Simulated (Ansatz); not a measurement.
All numbers below come from DFT PBE, scalar-relativistic, plane waves, PAW in Ansatz. All cells share a 420 eV cutoff and Γ-centred k meshes spaced at most about 0.3 Å⁻¹ (about 0.25 or finer for metals, 2π included). No spin polarisation in the final relaxations.

Temperature and zero-point effects are left out. All come from trial cells, and lower structures may exist.

Task: Which of these relaxed structures of ZnCuO is the lowest in energy?
A. Space group P4/mmm (No. 123), tetragonal, a = 2.841 Å, c = 4.856 Å. Zn is surrounded by 2 O at 2.43 Å, 4 Zn at 2.84 Å and 8 Cu at 3.15 Å; around Cu lie 4 O at 2.01 Å, 4 Cu at 2.84 Å and 8 Zn at 3.15 Å; O is surrounded by 4 Cu at 2.01 Å and 2 Zn at 2.43 Å.
B. Space group P6_3/mmc (No. 194), hexagonal, a = 4.332 Å, c = 7.220 Å. Zn has 2 O at 1.81 Å and 3 Cu at 2.50 Å; around Cu lie 3 Zn at 2.50 Å and 6 O at 3.08 Å; O has 2 Zn at 1.81 Å and 6 Cu at 3.08 Å.
C. Space group P4/mmm (No. 123), tetragonal, a = 2.769 Å, c = 5.772 Å. Zn is surrounded by 4 Zn at 2.77 Å and 2 Cu at 2.89 Å; Cu is surrounded by 4 O at 1.96 Å, 4 Cu at 2.77 Å and 2 Zn at 2.89 Å; O has 4 Cu at 1.96 Å.
D. Space group P4/nmm (No. 129), tetragonal, a = 3.704 Å, c = 5.715 Å. Zn has 4 O at 2.01 Å, 1 Cu at 2.48 Å, 4 Zn at 3.06 Å and 5 Cu at 3.10–3.24 Å; Cu is surrounded by 1 Zn at 2.48 Å, 4 Cu at 2.74 Å, 4 O at 3.07 Å and 5 Zn at 3.10–3.24 Å; O is surrounded by 4 Zn at 2.01 Å, 4 O at 2.62 Å and 4 Cu at 3.07 Å.

Result: D. It has space group P4/nmm (No. 129); the next, A, with space group P4/mmm (No. 123), lies 101 meV/atom higher. Counting O atoms around Cu and Zn (those within 1.25 times the shortest such distance or 1.15 times the sum of covalent radii; a plus sign parts nearer from farther groups; the shortest distance is added where it is long for a bond), the lowest has Zn 4, Cu 4+4 from 3.1 Å and the next has Zn 2 from 2.4 Å, Cu 4.

In P4/mmm at 13.1 Å³/atom, P4/mmm at 14.8 Å³/atom an odd number of electrons in the primitive cell allows no gap without spin; a larger cell or a magnetic state could open one. No Hubbard U is applied to the 3d shell of Cu. Cells relaxed within their symmetry can be saddle points. Some types were kept out of the candidates beforehand, so the set may lack a known form.
